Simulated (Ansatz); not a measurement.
Relaxed ZrC (rock salt):

```
ZrC
1.0
    0.00000     4.70874     4.70874
    2.35437     0.00000     2.35437
    2.35437     2.35437     0.00000
C Zr
2 2
Direct
  0.00000   0.00000   0.00000
  0.50000   0.00000   0.00000
  0.25000   0.50000   0.50000
  0.75000   0.50000   0.50000
```

The atoms are displaced by Q × the pattern below (from a DFPT mode at L = (0.5, 0.0, 0.0), largest move 1; Q in Å), at fixed cell. It is one choice among 2 degenerate patterns. (q is in reciprocal vectors of the primitive cell; the cell shown is doubled to hold the pattern.)

| atom | x | y | z |
|---|---|---|---|
| Zr3 | 0.285 | -0.520 | 0.805 |
| Zr4 | -0.285 | 0.520 | -0.805 |

Atoms not listed stay in place.

These are PBE (plane waves to 420 eV, PAW, scalar-relativistic; Ansatz, a program for electronic structure) values and carry that method's errors. k mesh 17×17×17 (Γ-centred), Fermi-Dirac smearing 0.05 eV. E stands for the smeared free energy. With partly filled bands, energies and forces of such displacements shift with the k mesh and the smearing. ZrC is run without spin polarisation. ZrC was relaxed with its symmetry unable to fall. ΔE is measured from the undisplaced structure. The last digit holds for this mesh only.

```csv
Q (Å),ΔE (meV/cell)
-0.2800,844.0
-0.2333,withheld
-0.1867,375.5
-0.1400,211.5
-0.0933,94.2
-0.0467,23.6
0.0000,0.0
0.0467,23.6
0.0933,94.2
0.1400,211.5
0.1867,375.5
0.2333,withheld
0.2800,844.0
```

Q: Fit an even polynomial form (powers 2, 4, 6) to the given rows and predict ΔE at Q = 0.2333.

A: Least squares on the 11 given rows: ΔE = (10830)·Q² + (-2528)·Q⁴ + (20930)·Q⁶, in meV/cell with Q in Å; root-mean-square residual 0.19 meV/cell. At 0.2333 the fit gives 585.4 meV/cell; the calculation gives 586.2 meV/cell, so the interpolation is off by -0.8 (-0.1 %). The quadratic term alone would give 589.5 meV/cell.

(For displaced atoms, the force is minus the slope of the energy, and its curvature is a force constant, which sets phonon frequencies.)
